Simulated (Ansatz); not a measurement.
## NaTe2RhF6 single point

input.yaml (Ansatz 0.2.0)

```yaml
crystal:
  lattice:
    - [0.0, 4.041775, 4.041775]
    - [4.041775, 0.0, 4.041775]
    - [4.041775, 4.041775, 0.0]
  atoms:
    - { symbol: Na, position: [0.5, 0.5, 0.5] }
    - { symbol: Rh, position: [0.0, 0.0, 0.0] }
    - { symbol: Te, position: [0.25, 0.25, 0.25] }
    - { symbol: Te, position: [0.75, 0.75, 0.75] }
    - { symbol: F, position: [0.766, 0.234, 0.234] }
    - { symbol: F, position: [0.234, 0.766, 0.234] }
    - { symbol: F, position: [0.234, 0.766, 0.766] }
    - { symbol: F, position: [0.766, 0.234, 0.766] }
    - { symbol: F, position: [0.234, 0.234, 0.766] }
    - { symbol: F, position: [0.766, 0.766, 0.234] }
  symmetry: { tolerance: 0.0003 }
kpoints:
  mp_grid: { grid: [7, 7, 7], shift: [0, 0, 0] }
  band_path:
    path:
      - [0.0, 0.0, 0.0]
      - [0.5, 0.0, 0.5]
      - [0.625, 0.25, 0.625]
      - [0.375, 0.375, 0.75]
      - [0.0, 0.0, 0.0]
      - [0.5, 0.5, 0.5]
      - [0.5, 0.25, 0.75]
      - [0.5, 0.0, 0.5]
    npoints: 8
magnetization:
  spin_polarized: false
scf:
  occupations: { method: fermi_dirac, width: 0.071 }
  lower_state_search: "off"
  max_iter: 200
hamiltonian:
  pseudopotentials: { kind: paw }
  xc: pbe
basis:
  ecutwfc: 420
  fft_grid_basis: typed
output:
  forces: true
  stress: true
  eigenvalues: true
  bader: true
  populations: true
  elf: true
  write_potential: true
  volumetric_format: npy
  dos:
    e_range: [-12, 8]
    de: 0.05
    projected: { site_lists: { F: [F], Na: [Na], Rh: [Rh], Te: [Te] } }
checkpoint:
  read: saved_state
```

The run starts from an earlier solution of this cell. 

Output (shortened):

```
SCF iter   1: F=—  Δρ=1.12e-3  dr2=1.25e-3
SCF iter   2: F=—  Δρ=5.54e-4  dr2=3.48e-4
SCF iter   3: F=—  Δρ=1.35e-4  dr2=3.60e-5
SCF iter   4: F=—  Δρ=4.01e-5  dr2=3.65e-6
SCF iter   5: F=—  Δρ=1.48e-5  dr2=7.95e-7
SCF iter   6: F=—  Δρ=7.85e-6  dr2=1.69e-7
SCF iter   7: F=-26692.8645 eV  Δρ=4.19e-6  dr2=3.45e-8
Free energy (F): -26692.8645 eV
Harris-Foulkes:  -26692.8645 eV  (|F-HF|=1.49e-8)
Internal energy: -26692.7306 eV  (E = F + TS)
E sigma→0 (E₀):  -26692.7975 eV
Entropy (-TS):   -0.1339 eV (-13.394 meV/atom)
Fermi energy:    9.9657 eV
--- Per-component energies (eV) ---
  E_band       = -1005.4173
  E_kinetic    = 2303.8183
  E_local      = -8689.3846  (includes V_loc(G=0)·N_el)
  E_nonlocal   = 292.2574
  E_hartree    = 3850.8272
  E_xc         = -987.9218
  E_vxc        = -1150.2756  (∫ρ·V_xc dr)
  E_paw        = -14375.9661  (= ΣΔE_a)
  E_vpaw       = -1463.4971  (= ΣTr[D̂ρ^β])
  E_aug_tail   = 0.0118  (compensation charges beyond the density's cutoff)
  E_ewald      = -9086.3729
  E_smearing   = -0.1339  (= −TS)
--- Stress (GPa, compression-positive) ---
       20.5074       0.0000       0.0000
        0.0000      20.5074       0.0000
        0.0000       0.0000      20.5074
  P = ⅓ Tr σ = 20.5074 GPa (205.074 kbar)
--- Bader charges: 10 sites ---
  site symbol  charge [e]  shift [e]
     0     Na      0.8879     0.0004
     1     Rh      1.6556     0.0087
     2     Te      0.7461     0.0000
     3     Te      0.7461     0.0000
     4      F     -0.6726     0.0014
     5      F     -0.6726     0.0014
     6      F     -0.6726     0.0014
     7      F     -0.6726     0.0014
     8      F     -0.6726     0.0014
     9      F     -0.6726     0.0014
```

Origin: a known structure type with other elements, at an estimated volume, so it need not be a known compound. Caveats: many states at the Fermi level without spin polarisation, so a magnetic state may lie lower; atoms or cell far from equilibrium.
